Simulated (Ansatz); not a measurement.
HfGeO3:
```xyz
5
Lattice="4.0159 0.0000 0.0000 0.0000 4.0159 0.0000 0.0000 0.0000 4.2504" Properties=species:S:1:pos:R:3 pbc="T T T"
Hf     2.0079     2.0079     2.4126
Ge     0.0000     0.0000     0.8245
O      0.0000     2.0079     1.9367
O      2.0079     0.0000     1.9367
O      2.0079     2.0079     0.0737
```

Relaxed with r²SCAN. Special points in fractions of this cell's reciprocal vectors: Γ (0.000, 0.000, 0.000); X (0.000, 0.500, 0.000); M (0.500, 0.500, 0.000); Z (0.000, 0.000, 0.500); R (0.000, 0.500, 0.500); A (0.500, 0.500, 0.500).

Q: List the band energies nearest the valence-band maximum at these points for r²SCAN in the plane-wave PAW code Ansatz.

A: In eV from the valence-band maximum; about four levels below and three above (degenerate sets whole), none deeper than 8.9 eV; points with the same levels are listed once.

```csv
k,below,above
Γ,-2.25 -2.25 -1.15 -1.15 -0.70,3.29 4.14 5.89 5.89
X,-2.40 -1.07 -0.77 0.00,3.69 5.10 5.78
M,-1.78 -1.78 -1.76 -1.68 -0.86,4.40 5.12 5.12
Z,-2.51 -2.51 -1.23 -1.04 -1.04,1.66 4.25 6.05 6.05
R,-2.84 -1.02 -0.92 -0.46,4.02 4.75 5.06
A,-3.06 -1.67 -0.49 -0.49,5.46 5.65 5.65
```

Space group P4mm. The start of the workflow was typed in or built on a structure type; neither database checked (COD, Materials Project) lists it. Its standing as an ambient phase is unchecked. The r²SCAN relaxation kept the symmetry of its start; whether a distortion lowers the energy is not shown. The run is not spin-polarised. Spin–orbit coupling is left out wherever it is not named.

Potentials: the later of the program's two PAW sets.
